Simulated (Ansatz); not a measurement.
With DFT-LDA in the program Ansatz with PAW potentials, Si₃N₄ in the cubic phase (Fd-3m; Si on 16c, Si on 8b, N on 32e) relaxes to a = 7.691 Å. Si on 16c has 6 nearest neighbours from 1.87 Å (octahedral); Si on 8b has 4 nearest neighbours from 1.76 Å (tetrahedral). Its formation energy from the elements is -1.34 eV/atom, with no fitted shifts.

The Kohn–Sham gap is 3.36 eV (indirect). The valence maximum lies on the K–Γ line, 57 % of the way from K and the conduction minimum at Γ. The hole mass is 0.35, 1.1, 5.9 mₑ (principal values).

An equation-of-state fit gives a bulk modulus of 3210 kbar. The relaxed-ion elastic constants in GPa are C11 = 561, C12 = 203, C44 = 345. The elastic constants imply a Debye temperature near 1310 K. Perturbation theory gives ε∞ = 5.21. Letting the ions move raises it to ε0 = 12.3. Born charges are Si +3.59 to +3.66, N -2.73 e. The phonon dispersion is stable (no imaginary branch). Without the LO–TO term the highest mode at Γ lies at 972 cm^-1.

The LDA relaxation kept the symmetry of its start. The references are the lowest solids computed at this level, not always the standard phases (solids in place of the gases).

Potentials: the later of the program's two PAW sets.
